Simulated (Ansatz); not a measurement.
Cs:
```
CELL_PARAMETERS angstrom
      5.13304     0.00000     0.00000
     -2.56652     4.44534     0.00000
      0.00000     0.00000     8.43836
ATOMIC_POSITIONS crystal
  Cs 0.33333 0.66667 0.25000
  Cs 0.66667 0.33333 0.75000
```

Relaxed with LDA. Special points in fractions of this cell's reciprocal vectors: Γ (0.000, 0.000, 0.000); M (0.500, 0.000, 0.000); K (0.333, 0.333, 0.000); A (0.000, 0.000, 0.500); L (0.500, 0.000, 0.500); H (0.333, 0.333, 0.500).

### Question
List the band energies nearest the Fermi level at these points for the program Ansatz at the LDA level (PAW).

### Answer
In eV from the Fermi level; about four levels below and three above (degenerate sets whole), none deeper than 8.9 eV; … stands for higher levels left out; points with the same levels are listed once.

```
k        below                above
-  -----------  -------------------
Γ  -1.88 -0.15  1.01 2.43 2.44 2.44
M        -0.04       0.38 0.69 0.99
K            –       0.67 0.67 0.75
A  -1.16 -1.16          1.65 1.65 …
L            –  0.07 0.07 1.11 1.11
H            –  0.83 0.83 0.84 0.84
```

Space group P6_3/mmc (hcp (Mg type)). The workflow started from a Materials Project entry (that database holds measured and hypothetical structures alike); the Crystallography Open Database copy checked does not list it. It is not the phase usual at ambient conditions (space group No. 229). The LDA relaxation kept the symmetry of its start; its stability against distortions is not shown here. Spin–orbit coupling is left out wherever it is not named.

Potentials: the earlier of the program's two PAW sets. The files were generated under PBE; for other functionals the program regenerates the frozen cores, and for LDA and PBEsol the local potential too.
